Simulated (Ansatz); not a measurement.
Sc (hcp, Mg type) is sheared across one (0001) plane: the third cell vector gains the shift, so faults repeat every 15.5 Å. The cut lies between planes 2.58 Å apart; the cell height is held.

```yaml
crystal:
  lattice:
    - [3.31943, 0.00000, 0.00000]
    - [1.65971, 2.87471, 0.00000]
    - [0.00000, 0.00000, 15.49912]
  atoms:
    - { symbol: Sc, position: [0.33333, 0.33333, 0.08333] }
    - { symbol: Sc, position: [0.33333, 0.33333, 0.41667] }
    - { symbol: Sc, position: [0.33333, 0.33333, 0.75000] }
    - { symbol: Sc, position: [0.66667, 0.66667, 0.91667] }
    - { symbol: Sc, position: [0.66667, 0.66667, 0.25000] }
    - { symbol: Sc, position: [0.66667, 0.66667, 0.58333] }
```

In-plane vectors a = (3.319, 0.000) Å, b = (1.660, 2.875) Å, area 9.54 Å². The shift is s times the vector a + b (length 5.749 Å), so s = 1 restores the start. Atoms relax along the normal only. γ = [E(shift) − E(0)] / area.

Computed with PBE (plane waves to 420 eV, PAW, scalar-relativistic; Ansatz, a first-principles code). k mesh 14×14×3 (Γ-centred), Fermi-Dirac smearing 0.05 eV. E is the zero-smearing estimate. With partly filled bands, the k mesh leaves noise in γ, roughly 0.02 J/m² as judged from a few cases. Faults lie only 15.5 Å apart, and holding the cell height raises γ above its relaxed value. Sc is run without spin polarisation. Sc was relaxed with its symmetry unable to fall. The zero of γ is zero shift. The last digit holds for this mesh only.

| s | γ (J/m²) |
|---|---|
| 0.000 | 0.00 |
| 0.083 | 0.13 |
| 0.167 | 0.41 |
| 0.250 | 0.58 |
| 0.333 | 0.63 |
| 0.417 | 0.58 |
| 0.500 | 0.44 |
| 0.583 | 0.25 |
| 0.667 | 0.17 |
| 0.750 | 0.22 |
| 0.833 | 0.23 |
| 0.917 | 0.10 |

Does γ have a local minimum between the ends of the line, and at which s?

s = 0.667.

Which barrier is met on the easier way from s = 0 (or 1) to s = 0.667?

0.23 J/m².

By a periodic cubic spline through the points, what shear stress does the steepest rise of γ from s = 0 correspond to?

6.2 GPa. A slope of 1 mJ/m² per Å is 0.01 GPa.

(The slope of γ gives the shear force per area between the displaced halves; near zero shift its curvature is an elastic stiffness.)
